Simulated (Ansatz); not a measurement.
AlN:
```xyz
12
Lattice="3.1182 0.0000 0.0000 -1.5591 2.7004 0.0000 0.0000 0.0000 15.1987" Properties=species:S:1:pos:R:3 pbc="T T T"
Al     0.0000     0.0000    15.1932
Al     0.0000     0.0000     7.5939
Al     1.5591     0.9001    12.6739
Al     0.0000     1.8003     5.0746
Al     1.5591     0.9001     2.5341
Al     0.0000     1.8003    10.1334
N      0.0000     0.0000    13.2912
N      0.0000     0.0000     5.6919
N      1.5591     0.9001    10.7611
N      0.0000     1.8003     3.1618
N      1.5591     0.9001     0.6218
N      0.0000     1.8003     8.2211
```

Relaxed with PBE. PBE in the plane-wave PAW code Ansatz gives a gap of 3.80 eV.

Q: What gap does HSE06 give on the same cell (Ansatz, PAW)?

A: 5.04 eV, 1.23 eV more. The hybrid was solved on a coarser mesh and at special points; its gap is the smallest among all of these.

| k | v1 PBE | c1 PBE | v1 HSE06 | c1 HSE06 |
|---|---|---|---|---|
| Γ | 0.00 | 3.99 | 0.00 | 5.34 |
| A | -0.09 | 4.49 | ? | ? |
| K | -0.99 | 5.72 | ? | ? |
| H | -1.08 | 5.75 | ? | ? |
| M | -0.53 | 3.80 | -0.59 | 5.04 |
| L | -0.64 | 3.97 | ? | ? |

Q: Top valence (v1) and lowest conduction level (c1) in eV from each method's valence maximum (which need not be a listed point): supply the withheld HSE06 values.

A: 
- A, v1 HSE06: -0.10
- A, c1 HSE06: 5.84
- K, v1 HSE06: -1.08
- K, c1 HSE06: 7.06
- L, v1 HSE06: -0.70
- L, c1 HSE06: 5.22
- H, v1 HSE06: -1.16
- H, c1 HSE06: 7.09

Cost on shared cores: the PBE run (SCF on a 10×10×2 mesh, then bands and DOS) roughly 2.3 core-minutes, the HSE06 run (SCF on 6×6×1, then a few points) about 3.0 core-minutes (a rough figure); the tasks are unlike.

Space group P6_3mc. A made-up cell: these elements were put on the sites of a structure type. Its sites differ from those of the usual phase in this space group: another stacking or structure type. The cell was relaxed with PBE under the symmetry of its start; phonons on a q-mesh show no instability.

Potentials: the later of the program's two PAW sets.
